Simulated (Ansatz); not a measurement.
The relaxed structure here is a generated cell of CuI: the first start was made by placing the elements on the sites of a structure type, and the end was not matched to a known phase here, so it may be hypothetical. Known forms of CuI include space group No. 216.

One stationary structure of CuI. Space group P1 (No. 1). Calculation: PBE (plane waves to 420 eV, PAW, scalar-relativistic; Ansatz, a quantum-chemistry and plane-wave program).

Space group P1 (No. 1); a = 4.3954 Å, b = 4.4849 Å, c = 6.1407 Å, α = 91.65°, β = 96.33°, γ = 90.23°

| atom | site | symmetry | x | y | z |
|---|---|---|---|---|---|
| I | 1a | 1 | 0.4516 | 0.9367 | 0.0436 |
| I | 1a | 1 | 0.9016 | 0.4801 | 0.5412 |
| Cu | 1a | 1 | 0.1589 | 0.9910 | 0.6569 |
| Cu | 1a | 1 | 0.0010 | 0.0955 | 0.2411 |

For CuI, the volume per atom is 30.06 Å³ and the density comes out as 5.26 g/cm³. The band gap comes out as 0.77 eV, direct at Γ (no spin-orbit coupling), the shortest distances is Cu–I 2.53 Å; Cu–Cu 2.63 Å and the k-mesh is 8×8×6.

Band energies at high-symmetry points (eV from the VBM; labels of this space group; no spin-orbit coupling), from −5 eV up to 5.8 eV:

```csv
point,energies
Γ,-4.88 -4.27 -3.58 -3.15 -3.05 -2.64 -2.02 -1.89 -1.78 -1.64 -1.50 -1.44 -1.20 -0.76 -0.45 0.00 0.77 2.27 3.72 5.28
X,-4.14 -3.63 -3.50 -3.25 -2.50 -2.10 -1.93 -1.80 -1.77 -1.68 -1.57 -1.50 -1.24 -0.84 -0.50 3.18 3.43 4.79 5.33 5.46
Y,-4.95 -4.19 -4.16 -3.74 -3.44 -2.38 -2.17 -1.94 -1.76 -1.63 -1.60 -1.53 -1.36 -1.17 -0.75 -0.61 2.19 4.04 4.31 4.97
Z,-4.46 -4.29 -3.72 -3.59 -2.99 -2.47 -2.15 -1.91 -1.83 -1.62 -1.55 -1.51 -1.02 -0.76 -0.70 -0.53 2.05 2.96 4.08 4.73
R2,-4.63 -3.79 -3.60 -3.39 -3.13 -2.10 -2.04 -1.82 -1.72 -1.67 -1.55 -1.49 -1.42 -1.16 -1.07 2.69 4.06 4.88 5.11
T2,-4.80 -4.06 -3.26 -2.95 -2.39 -2.15 -1.97 -1.87 -1.66 -1.55 -1.51 -1.34 -1.05 -0.46 -0.32 1.37 3.94 4.65 5.18 5.42
U2,-4.23 -3.68 -3.38 -2.72 -2.47 -2.18 -1.92 -1.82 -1.75 -1.57 -1.52 -1.44 -0.84 -0.70 -0.37 1.78 3.73 4.44 5.19
V2,-4.08 -3.91 -3.59 -3.39 -2.65 -2.12 -1.89 -1.76 -1.69 -1.60 -1.49 -1.34 -1.25 -1.11 -1.01 1.27 2.13 2.92 4.72
```

No spin polarisation in the result. Without spin-orbit coupling the bands of the heavy element are not split, so the gap can be far off.

It was reached from a disturbed copy of a P4₂/mmc (No. 131) cell (AFLOW prototype AB_tP4_131_c_e (B17, as in PtS)), against which it lies -0.03 eV/atom.
